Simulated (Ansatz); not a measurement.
Al₅C₃N:
```cif
data_C6Al10N2
_chemical_formula_sum 'Al10 C6 N2'
_space_group_name_H-M_alt 'P63mc'
_space_group_IT_number 186
_space_group_name_Hall 'P 6c -2c'
_cell_length_a 3.29202
_cell_length_b 3.29202
_cell_length_c 21.70737
_cell_angle_alpha 90.000
_cell_angle_beta 90.000
_cell_angle_gamma 120.000
loop_
_atom_site_label
_atom_site_type_symbol
_atom_site_symmetry_multiplicity
_atom_site_Wyckoff_symbol
_atom_site_fract_x
_atom_site_fract_y
_atom_site_fract_z
_atom_site_occupancy
Al1 Al 2 a 0.00000 0.00000 0.15909 1
Al2 Al 2 b 0.33333 0.66667 0.04470 1
Al3 Al 2 b 0.33333 0.66667 0.26258 1
Al4 Al 2 b 0.33333 0.66667 0.45282 1
Al5 Al 2 a 0.00000 0.00000 0.34752 1
C1 C 2 a 0.00000 0.00000 0.24897 1
C2 C 2 b 0.33333 0.66667 0.36561 1
C3 C 2 a 0.00000 0.00000 0.00201 1
N1 N 2 b 0.33333 0.66667 0.12981 1
```

This is the PBEsol-relaxed structure.

All from the program Ansatz at the PBEsol level (PAW), unless another level is named. Predict the electronic dielectric constant ε∞ (DFPT).

6.96 (xx = yy), 7.88 (zz).

What about the Born charges (a third of the trace)?

Al +2.17 to +2.87, C -3.54 to -2.89, N -3.06 e.

Next, the static dielectric constant ε0 (ions relaxed, cell fixed)?

14.9 (xx = yy), 16.1 (zz).

Space group P6_3mc. The first step of the workflow began from a Materials Project structure, measured or hypothetical; the Crystallography Open Database files this formula in space group No. 186, but the cells were not matched. Its standing as an ambient phase is unchecked. The cell was relaxed with PBEsol under the symmetry of its start; its stability against distortions is not shown here.

Potentials: the later of the program's two PAW sets.
